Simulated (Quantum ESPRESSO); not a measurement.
# Band energies of InP

```
InP
1.0
    0.00000     2.94056     2.94056
    2.94056     0.00000     2.94056
    2.94056     2.94056     0.00000
P In
1 1
Direct
  0.75000   0.75000   0.75000
  0.00000   0.00000   0.00000
```

PBEsol (pw.x of Quantum ESPRESSO, ONCV potentials, without SOC); path ΓXWKΓLUWLK,UX; energies in eV from the valence-band maximum.

```
k (1/Å)  point  band 5  band 6  band 7  band 8  band 9  band 10  band 11  band 12
-------  -----  ------  ------  ------  ------  ------  -------  -------  -------
0.00         Γ  -14.04  -11.48    0.00    0.00    0.00     0.56     4.02     4.02
0.21            -14.04  -11.32   -1.23   -0.35   -0.35     1.76     3.56     4.50
0.53            -14.02  -10.59   -3.37   -1.41   -1.41     2.38     3.03     6.30
0.85            -14.01   -9.51   -5.23   -2.16   -2.16     1.74     2.41     8.33
1.07         X  -14.01   -9.12   -5.77   -2.31   -2.31     1.65     2.16     9.05
1.47            -14.02   -9.05   -5.64   -2.87   -2.84     3.50     3.80     6.27
1.60         W  -14.03   -9.04   -5.62   -2.96   -2.92     4.20     4.30     5.45
1.85            -14.02   -9.11   -5.62   -3.27   -2.15     2.63     4.32     6.72
1.98         K  -14.02   -9.13   -5.62   -3.31   -1.93     2.25     4.30     7.41
2.19            -14.03   -9.42   -5.34   -3.31   -1.47     2.67     5.09     6.32
2.39            -14.04  -10.01   -4.64   -2.70   -0.94     2.91     4.96     5.27
2.70            -14.04  -10.93   -2.82   -1.25   -0.28     2.33     4.12     4.51
3.01            -14.04  -11.44   -0.54   -0.09   -0.02     1.01     3.98     4.05
3.11         Γ  -14.04  -11.48    0.00    0.00    0.00     0.56     4.02     4.02
3.22            -14.04  -11.44   -0.55   -0.04   -0.04     1.00     4.02     4.08
3.52            -14.04  -10.94   -3.06   -0.47   -0.47     1.71     4.65     4.65
3.83            -14.03  -10.08   -5.18   -0.88   -0.88     1.45     4.77     4.77
4.04         L  -14.03   -9.77   -5.74   -0.97   -0.97     1.37     4.73     4.73
4.15            -14.03   -9.74   -5.72   -1.26   -1.02     1.67     4.59     4.85
4.37            -14.03   -9.53   -5.59   -2.51   -1.38     2.57     4.41     5.70
4.69         U  -14.02   -9.13   -5.62   -3.31   -1.93     2.25     4.30     7.41
4.98            -14.03   -9.06   -5.62   -3.10   -2.70     3.75     4.34     5.71
5.07         W  -14.03   -9.04   -5.62   -2.96   -2.92     4.20     4.30     5.45
5.17            -14.03   -9.08   -5.59   -3.13   -2.65     4.01     4.39     5.36
5.45            -14.03   -9.45   -5.56   -2.70   -1.63     3.07     4.08     5.80
5.73            -14.03   -9.75   -5.73   -1.19   -1.01     1.60     4.62     4.82
5.83         L  -14.03   -9.77   -5.74   -0.97   -0.97     1.37     4.73     4.73
5.99            -14.03   -9.70   -5.70   -1.55   -1.09     1.94     4.46     4.99
6.15            -14.03   -9.53   -5.59   -2.51   -1.38     2.57     4.41     5.70
6.40            -14.02   -9.19   -5.58   -3.33   -1.83     2.36     4.64     7.03
6.48         K  -14.02   -9.13   -5.62   -3.31   -1.93     2.25     4.30     7.41
6.48         U  -14.02   -9.13   -5.62   -3.31   -1.93     2.25     4.30     7.41
6.57            -14.02   -9.10   -5.69   -3.07   -2.10     2.08     3.51     7.78
6.86         X  -14.01   -9.12   -5.77   -2.31   -2.31     1.65     2.16     9.05
```

The PBEsol gap is direct, 0.56 eV at Γ.

Spin-orbit splittings are left out.

Geometry relaxed with PBEsol.
